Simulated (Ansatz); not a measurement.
SiRu:
```cif
data_Ru4Si4
_chemical_formula_sum 'Si4 Ru4'
_space_group_name_H-M_alt 'P213'
_space_group_IT_number 198
_space_group_name_Hall 'P 2ac 2ab 3'
_cell_length_a 4.73648
_cell_length_b 4.73648
_cell_length_c 4.73648
_cell_angle_alpha 90.000
_cell_angle_beta 90.000
_cell_angle_gamma 90.000
loop_
_atom_site_label
_atom_site_type_symbol
_atom_site_symmetry_multiplicity
_atom_site_Wyckoff_symbol
_atom_site_fract_x
_atom_site_fract_y
_atom_site_fract_z
_atom_site_occupancy
Si1 Si 4 a 0.83746 0.83746 0.83746 1
Ru1 Ru 4 a 0.12902 0.12902 0.12902 1
```

Relaxed with PBE.

### Question
Which orbitals make up the states near the band edges in the program Ansatz at the PBE level (PAW)?

### Answer
Top 1 eV of the valence band: Ru 4d 82 %, Si 3p 11 %. Bottom 1 eV of the conduction band: Ru 4d 81 %, Si 3p 14 %. Projections are on Löwdin-orthogonalised atomic valence shells; empty p or d shells of many metals are not among them.

### Question
Tabulate the density of states.

### Answer
States/eV per cell of 8 atoms, in 0.25 eV bins, energy from the valence-band maximum.

```csv
E (eV),total,Ru 4d,Si 3p,Si 3s
-7.90,2.13,0.81,0.23,0.99
-7.65,2.48,1.01,0.16,1.19
-7.40,0.00,0.00,0.00,0.00
-7.15,0.00,0.00,0.00,0.00
-6.90,0.00,0.00,0.00,0.00
-6.65,0.53,0.14,0.28,0.01
-6.40,3.17,1.01,1.60,0.13
-6.15,5.19,2.16,2.38,0.22
-5.90,3.81,1.74,1.52,0.22
-5.65,2.37,1.10,0.92,0.13
-5.40,1.77,0.80,0.72,0.08
-5.15,6.30,3.22,2.37,0.20
-4.90,6.16,3.52,2.09,0.15
-4.65,3.64,2.17,1.20,0.08
-4.40,9.68,6.38,2.80,0.21
-4.15,6.20,4.13,1.77,0.14
-3.90,8.29,6.08,1.72,0.22
-3.65,10.05,8.07,1.52,0.15
-3.40,10.03,7.74,1.80,0.15
-3.15,8.98,6.62,1.82,0.19
-2.90,7.65,5.43,1.67,0.17
-2.65,6.03,4.17,1.34,0.15
-2.40,8.42,5.93,1.77,0.26
-2.15,3.97,3.02,0.68,0.08
-1.90,8.61,6.49,1.67,0.12
-1.65,5.54,4.77,0.51,0.09
-1.40,7.31,6.32,0.66,0.11
-1.15,6.80,6.04,0.48,0.09
-0.90,5.63,4.93,0.43,0.09
-0.65,6.05,5.12,0.56,0.15
-0.40,4.68,3.82,0.53,0.14
-0.15,3.12,2.19,0.63,0.13
0.10,0.02,0.02,0.01,0.00
0.35,5.82,5.09,0.47,0.13
0.60,6.32,5.04,0.93,0.18
0.85,3.78,2.77,0.74,0.16
1.10,0.37,0.26,0.07,0.02
1.35,0.89,0.59,0.20,0.08
1.60,3.17,1.83,0.83,0.38
1.85,4.51,2.28,1.37,0.61
2.10,2.28,1.04,0.76,0.34
2.35,2.01,0.89,0.62,0.40
2.60,2.66,1.19,0.68,0.68
2.85,4.98,1.97,1.55,1.16
3.10,4.96,1.70,1.67,1.14
3.35,5.38,1.69,2.00,1.16
3.60,1.34,0.38,0.56,0.25
3.85,4.47,1.25,1.85,0.69
4.10,5.17,1.21,2.23,0.61
4.35,4.07,0.90,1.93,0.37
4.60,4.72,0.85,2.22,0.42
4.85,4.87,0.80,2.31,0.36
5.10,5.46,0.84,2.66,0.39
```

Space group P2_13. The cell was relaxed with PBE under the symmetry of its start. The run is not spin-polarised. Spin–orbit coupling is left out wherever it is not named.

Potentials: the later of the program's two PAW sets.
